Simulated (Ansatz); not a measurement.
Relaxed-ion elastic tensor of AgPd in space group R-3m (No. 166; Ag on 3a, Pd on 3b) in GPa (Voigt order), PBEsol in the plane-wave PAW code Ansatz; density 11.50 g/cm³, 15.47 Å³ per atom.

|  | 1 | 2 | 3 | 4 | 5 | 6 |
|---|---|---|---|---|---|---|
| 1 | 256 | 116 | 107 | -21.7 | 0.0 | 0.0 |
| 2 | 116 | 256 | 107 | 21.7 | 0.0 | 0.0 |
| 3 | 107 | 107 | 263 | 0.0 | 0.0 | 0.0 |
| 4 | -21.7 | 21.7 | 0.0 | 44.3 | 0.0 | 0.0 |
| 5 | 0.0 | 0.0 | 0.0 | 0.0 | 44.3 | -21.7 |
| 6 | 0.0 | 0.0 | 0.0 | 0.0 | -21.7 | 69.8 |

Problem. Is the crystal mechanically stable?

Solution. Yes: the smallest eigenvalue of C is 31.9 GPa.

Problem. Work out the Voigt, Reuss and Hill averages.

Solution. K_V = 159, K_R = 159, K_H = 159; G_V = 61.3, G_R = 50.1, G_H = 55.7 GPa.

Problem. Give Young's modulus, Poisson's ratio, Pugh's ratio and the universal anisotropy index.

Solution. E = 9KG/(3K + G) = 150 GPa; ν = 0.34; K/G = 2.86 (ductile by the Pugh limit of 1.75); A_U = 5G_V/G_R + K_V/K_R − 6 = 1.12.

Problem. Estimate the sound speeds and the Debye temperature.

Solution. v_l = √((K + 4G/3)/ρ) = 4510 m/s, v_t = √(G/ρ) = 2200 m/s, mean 2470 m/s; Θ = (h/k)(3n/4πV)^(1/3) v_m = 295 K.

Problem. Solve the Christoffel equation for the three sound speeds along x, y, z.

Solution. Eigenvalues of C_ijkl n_j n_l equal ρv². In km/s, slowest first: x 1.66, 2.67, 4.72; y 1.91, 2.46, 4.74; z 1.96, 1.96, 4.78.

Problem. How much does each axis shrink under pressure?

Solution. Linear compressibilities β_i = Σ_j S_ij (j = 1 to 3): x 2.1, y 2.1, z 2.1 per TPa.

The first step of the workflow began from a Materials Project structure, measured or hypothetical; the Crystallography Open Database copy checked does not list it. With Ag and Pd taken as one species the cell has the higher symmetry Fm-3m, so it may be an ordered model of a mixed-site phase. Its standing as an ambient phase is unchecked. The cell was relaxed with PBEsol under the symmetry of its start; its stability against distortions is not shown here. No spin polarisation was allowed. As this level gives no gap, shear constants depend on the k-mesh and smearing (Fermi–Dirac, 0.1 eV here).

Potentials: the later of the program's two PAW sets.
